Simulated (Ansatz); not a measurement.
GeMo:
```yaml
crystal:
  lattice:
    - [5.41105, 0.00000, 0.00000]
    - [-2.70553, 4.68611, 0.00000]
    - [0.00000, 0.00000, 4.33440]
  atoms:
    - { symbol: Mo, position: [0.50000, 0.00000, 0.00000] }
    - { symbol: Mo, position: [0.50000, 0.50000, 0.00000] }
    - { symbol: Mo, position: [0.00000, 0.50000, 0.00000] }
    - { symbol: Ge, position: [0.00000, 0.00000, 0.00000] }
    - { symbol: Ge, position: [0.33333, 0.66667, 0.50000] }
    - { symbol: Ge, position: [0.66667, 0.33333, 0.50000] }
```

This is the PBE-relaxed structure.

Task: All from plane-wave PAW PBE (Ansatz code), unless another level is named. Give the electronic character.

Result: metallic (no gap).

Task: Give the formation energy from the elements (no fitted shifts).

Result: 0.050 eV/atom.

Task: Give the density of states at the Fermi level.

Result: 0.63 states/eV per atom (mean over ±0.08 eV).

Space group P6/mmm. The cell is a constructed one: a structure type filled with these elements; neither database checked (COD, Materials Project) lists it. Its standing as an ambient phase is unchecked. The cell was relaxed with PBE under the symmetry of its start; its stability against distortions is not shown here. No spin polarisation was allowed. The references are the lowest solids computed at this level, not always the standard phases. Scalar-relativistic: spin–orbit coupling is off unless named, which matters more the heavier the elements.

Potentials: the later of the program's two PAW sets.
